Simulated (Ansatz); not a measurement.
Cu2O (cuprite type, space group Pn-3m): values from a third-order Birch-Murnaghan fit to a volume scan beside measured ones. Computed values: PBEsol (plane waves to 420 eV, PAW, scalar-relativistic; Ansatz, a program for electronic structure). Cu2O is run without spin polarisation. Cu2O was relaxed with its symmetry unable to fall.

```tsv
quantity	reference	kind
Lattice constant a (Å)	4.2763	measured at or taken to low temperature
Bulk modulus B₀ (GPa)	105.7	measured at or taken to low temperature; pulse echo
```

References as given in: Leila H. N. Rimmer, Martin T. Dove, Björn Winkler et al., Physical Review B (2014), arXiv:1402.1026.

What does PBEsol give, and how far is that from the reference?


```tsv
quantity	PBEsol	difference
Lattice constant a (Å)	4.222	-1.3 %
Bulk modulus B₀ (GPa)	131	+23.8 %
```

PBEsol underestimates the lattice constant a by 1.3 %. PBEsol overestimates the bulk modulus B₀ by 23.8 %.

(Under strain, the slope of the energy per volume gives the stress and its curvature an elastic modulus.)
